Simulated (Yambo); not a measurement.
Sr2FeH6 (space group Fm-3m, No. 225), G0W0@PBEsol in Yambo with this input:

```
rim_cut
gw0
dyson
el_el_corr
HF_and_locXC
ppa
em1d
RandQpts= 1000000
RandGvec= 1 Ry
EXXRLvcs= 90 Ry
VXCRLvcs= 360 Ry
Chimod= "HARTREE"
% BndsRnXp
 5 | 149 |
%
NGsBlkXp= 7 Ry
% LongDrXp
 1.0 | 1.0 | 1.0 |
%
PPAPntXp= 27.2114 eV
% GbndRnge
 1 | 149 |
%
GTermKind= "BG"
DysSolver= "n"
ExtendOut
```

On a 4×4×4 mesh, with wavefunctions cut at 90 Ry, the gap (Γ → X) is 2.296 eV and the valence edge shifts by -0.135 eV.

Question: What happens with this change: 3 Ry block?

Answer: The gap rises by 0.369 eV, to 2.665 eV; the shift of the valence edge becomes -0.239 eV. Neither run is shown to be the converged limit.

Geometry of the Materials Project entry, not relaxed at this level; primitive cell a = b = c = 5.2434 Å, α = β = γ = 60.00°.

The structure is a Materials Project entry; no match was found in the copy of COD used, and its stability was not checked.

The runs are not spin-polarised; magnetic order was not tried.

A shift is the quasiparticle energy of the state minus its PBEsol energy.
